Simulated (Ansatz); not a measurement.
A crystal relaxed with r2SCAN in the PAW code Ansatz has space group P-43m (No. 215) and a = 5.504 Å.

| atom | site | x | y | z |
| --- | --- | --- | --- | --- |
| P | 3d | 0.5000 | 0.0000 | 0.0000 |
| Xx | 4e | 0.2458 | 0.7542 | 0.7542 |
| As | 1b | 0.5000 | 0.5000 | 0.5000 |

The r2SCAN gap is direct at Γ: 1.58 eV. The HSE06 gap is direct at Γ: 1.94 eV. Meshes: r2SCAN 6×6×6, HSE06 4×4×4. r2SCAN's ε∞ is 9.8 in all directions.

Question: Which element is Xx?
A. Ga
B. B
C. Al
D. Tl

Answer: A. Xx is Ga: Ga4AsP3 as one 8-atom ordering (P-43m) on the zincblende lattice. P is surrounded by 4 Ga at 2.37 Å; Ga is surrounded by 3 P at 2.37 Å and 1 As at 2.42 Å; As is surrounded by 4 Ga at 2.42 Å.

Note: simulated data, non-magnetic, for a generated structure that need not be the stable one.

Spin-orbit coupling is left out.

The meshes of the hybrids are coarse, so their gaps aren't converged to the digits shown.
